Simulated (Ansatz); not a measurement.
**What a change of settings does: Cu (fcc type)**

First run: DFT, PBE, PAW with Ansatz's default frozen-core files, scalar-relativistic (Ansatz 0.2.0).

Command: `ansatz run input.yaml --threads 1 --pin off --max-ram 3584MiB --backend cpu --events-out ev --progress --plain --runs-dir out` It took 7 s on 1 thread of Arm Neoverse V2, on a shared host, peak memory 0.33 GiB.

```yaml
crystal:
  lattice:
    - [0.0, 1.8145933008, 1.8145933008]
    - [1.8145933008, 0.0, 1.8145933008]
    - [1.8145933008, 1.8145933008, 0.0]
  atoms:
    - { symbol: Cu, position: [0.0, 0.0, 0.0] }
kpoints:
  mp_grid: { grid: [20, 20, 20] }
scf:
  occupations: { method: fermi_dirac, width: 0.05 }
hamiltonian:
  xc: pbe
  pseudopotentials: { kind: paw }
output:
  forces: true
  stress: true
  write_density: true
  write_potential: true
  elf: true
  volumetric_format: npy
relax:
  f_tol: 0.005
  max_steps: 40
  cell: {}
```

The start is a guessed cell.

This run: bulk cell relaxed.

It converges in 18 SCF iterations over all geometries at a pressure of 0.04 GPa, ending at 11.95 Å³/atom, cutoff 420 eV.

A second run of a changed input logged this at its end:

```
Error: inconsistent input (magnetization.spin_polarized): false but per-atom `spin:`, `per_species`, `initial_magnetization`, `magnetic_field`, or `spin_locking` is set
```

Task: What was wrong with the input?

Result: The fault: a moment without spin polarisation, by this change (others could give a like log):
```diff
   atoms:
-    - { symbol: Cu, position: [0.0, 0.0, 0.0] }
+    - { symbol: Cu, position: [0.0, 0.0, 0.0], spin: 2.0 }
 kpoints:
   occupations: { method: fermi_dirac, width: 0.05 }
+  max_iter: 60
 hamiltonian:
   stress: true
-  write_density: true
-  write_potential: true
-  elf: true
-  volumetric_format: npy
 relax:
```
